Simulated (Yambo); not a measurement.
# Bethe-Salpeter results for CaI2

```
CELL_PARAMETERS angstrom
      4.43220     0.00000     0.00000
     -2.21610     3.83840     0.00000
      0.00000     0.00000     6.91955
ATOMIC_POSITIONS crystal
  Ca 0.00000 0.00000 0.00000
  I  0.33333 0.66667 0.25745
  I  0.66667 0.33333 0.74255
```

Cell and atoms were relaxed with PBE+D3(BJ) from Materials Project entry mp-30031, within its symmetry.

BSE in Yambo on norm-conserving PBEsol (Quantum ESPRESSO, 70 Ry, with spin-orbit coupling) bands: 6×6×2 mesh, 12 valence and 16 conduction bands, static screening with 118 bands and a 4 Ry block, scissor 1.82 eV, Tamm-Dancoff; field along x.

| state | energy (eV) | states within 2 meV | relative strength | class | main transitions |
|---|---|---|---|---|---|
| 1 | 4.83 | 1 | < 0.01 | dark | several band pairs |
| 2 | 4.85 | 2 | 0.01 | weak | several band pairs |
| 3 | 4.85 | 1 | < 0.01 | dark | several band pairs |
| 4 | 4.86 | 2 | < 0.01 | weak | several band pairs |
| 5 | 4.88 | 3 | 0.02 | weak | several band pairs |
| 6 | 4.89 | 1 | < 0.01 | dark | several band pairs |
| 7 | 4.89 | 2 | < 0.01 | dark | several band pairs |
| 8 | 4.91 | 2 | 1.00 | strong | several band pairs |
| 9 | 4.93 | 2 | < 0.01 | dark | several band pairs |
| 10 | 4.94 | 1 | < 0.01 | dark | several band pairs |

These are vertical excitations (zero momentum); the indirect quasiparticle gap, about 5.30 eV, is smaller than the direct one (5.59 eV on the GW mesh). The direct quasiparticle gap on this mesh is 5.59 eV; counted from there, state 1 is bound by 0.76 eV. Convergence with the mesh was not shown.

Strengths are relative to the strongest of the lowest states of this run; strong means a line over 3 % of the spectrum's maximum, dark under 0.03 %. Absolute energies carry the error of the G0W0 scissor, whose convergence isn't established; the long-wavelength screening was taken along (1,1,1) although the crystal is anisotropic.
